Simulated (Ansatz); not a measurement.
Given:

HfO$_{2}$:
```cif
data_Hf2O4
_chemical_formula_sum 'Hf2 O4'
_space_group_name_H-M_alt 'P42/mnm'
_space_group_IT_number 136
_space_group_name_Hall '-P 4n 2n'
_cell_length_a 4.78957
_cell_length_b 4.78957
_cell_length_c 3.18606
_cell_angle_alpha 90.000
_cell_angle_beta 90.000
_cell_angle_gamma 90.000
loop_
_atom_site_label
_atom_site_type_symbol
_atom_site_symmetry_multiplicity
_atom_site_Wyckoff_symbol
_atom_site_fract_x
_atom_site_fract_y
_atom_site_fract_z
_atom_site_occupancy
Hf1 Hf 2 a 0.00000 0.00000 0.00000 1
O1 O 4 f 0.30489 0.30489 0.00000 1
```

This is the LDA-relaxed structure.

Task: All from the program Ansatz at the LDA level (PAW), unless another level is named. Predict the band gap.

Result: 3.88 eV (direct).

Task: And the electron effective mass?

Result: 0.58, 0.77, 0.77 mₑ (principal values).

Task: And the formation energy from the elements (no fitted shifts)?

Result: -3.59 eV/atom.

Task: And the hole effective mass?

Result: 2.0, 2.0, 2.3 mₑ (principal values).

Task: What about the valence-band maximum?

Result: at Γ.

Space group P4_2/mnm (rutile). The workflow started from a Materials Project entry (that database holds measured and hypothetical structures alike); the Crystallography Open Database copy checked does not list it. It is not the phase usual at ambient conditions (space group No. 14, 29). Symmetry was held in the LDA relaxation; its stability against distortions is not shown here. No spin polarisation was allowed. The references are the lowest solids computed at this level, not always the standard phases (solids in place of the gases). Spin–orbit coupling is left out wherever it is not named.

Potentials: the earlier of the program's two PAW sets. The files were generated under PBE; for other functionals the program regenerates the frozen cores, and for LDA and PBEsol the local potential too.
